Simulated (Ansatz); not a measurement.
A: InSb (zinc blende), a = 6.556 Å, b = 6.556 Å, c = 6.556 Å, α = 90.00°, β = 90.00°, γ = 90.00°
B: HgTe (zinc blende), a = b = c = 6.5728 Å, α = β = γ = 90.00°
C: BeS (zinc blende), a = b = c = 4.869 Å, α = β = γ = 90.00°

Scan: energy over volume and axial ratio (atoms clamped). All come from one method, each on a k mesh of its own. All were relaxed with their symmetry unable to fall. At this level the bands of HgTe touch or barely overlap. At this level the bands of InSb touch or barely overlap; measurements give the solid a gap. Spin-orbit coupling is left out.

Problem. Rank these by shear modulus C′ = (C11 − C12)/2 (fitted) (highest first), as r2SCAN (plane waves to 500 eV, PAW, scalar-relativistic; Ansatz, an electronic-structure program) gives it.

Solution. C (50 GPa), A (15 GPa), B (8 GPa)

(Under strain, the slope of the energy per volume gives the stress and its curvature an elastic modulus.)
